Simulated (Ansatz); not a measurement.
All numbers below come from DFT PBE, scalar-relativistic, plane waves, PAW in Ansatz 0.2.0. Cutoff 420 eV, Γ-centred meshes of about 0.25 Å⁻¹ or finer for metals and 0.3 Å⁻¹ for insulators (2π included), Gaussian smearing. No spin polarisation.

These are static total energies at zero pressure.

Two forms of KC were relaxed alike.

1.

Space group Cmmm (No. 65). a = 6.055 Å, b = 7.618 Å, c = 3.814 Å, α = 90.00°, β = 90.00°, γ = 90.00°
| atom | site | symmetry | x | y | z |
| --- | --- | --- | --- | --- | --- |
| K | 4i | m2m | 0.5000 | 0.7927 | 0.0000 |
| C | 4h | 2mm | 0.8953 | 0.0000 | 0.5000 |

2.

Space group R3m:H (No. 160). a = 5.736 Å, b = 5.736 Å, c = 25.695 Å, α = 90.00°, β = 90.00°, γ = 120.00°
| atom | site | symmetry | x | y | z |
| --- | --- | --- | --- | --- | --- |
| K | 3a | 3m | 0.0000 | 0.0000 | 0.1736 |
| K | 3a | 3m | 0.6667 | 0.3333 | 0.0011 |
| K | 3a | 3m | 0.3333 | 0.6667 | 0.0687 |
| C | 9b | .m | 0.9168 | 0.0832 | 0.0554 |

**Question.** Which would you expect to be lower, and how large is the difference?

**Answer.** Cell 1 is lower, by 0.30 eV/atom. Cell 1 has space group Cmmm (No. 65), 22.0 Å³/atom and a gap of 3.23 eV on its mesh; cell 2 has space group R3m (No. 160), 40.7 Å³/atom and no gap. Counting C atoms around K (those within 1.25 times the shortest such distance or 1.15 times the sum of covalent radii; a plus sign parts nearer from farther groups; a slash parts the counts of unlike sites), cell 1 has K 4+4 and cell 2 has K 3/6. Cell 1 holds C–C pairs (shortest 1.27 Å); cell 2 holds C–C units of three or more atoms (shortest 1.43 Å). Even the lower one lies +0.40 eV/atom against the reference forms of the elements (uncorrected), so neither is stable at this level. Both come from trial cells of a structure search, whose lowest cell (Immm, 26.8 Å³/atom) lies 164 meV/atom below the lower of the two.

No dispersion correction is applied, so the spacing and binding between layers, chains or molecules are poorly described (R3m), and this can change margins and order among such cells. Kohn–Sham gaps at this level usually fall short of measured ones. In R3m an odd number of electrons in the primitive cell allows no gap without spin; a larger cell or a magnetic state could open one. Trial moments fell under 0.15 μB along the way in R3m; another start might hold them. With atoms moved at random, cell 1 (by 164 meV/atom) fell into a lower structure. Cell 2 had no clear such test and can be a saddle point. Some types were kept out of the candidates beforehand, so the set may lack a known form.
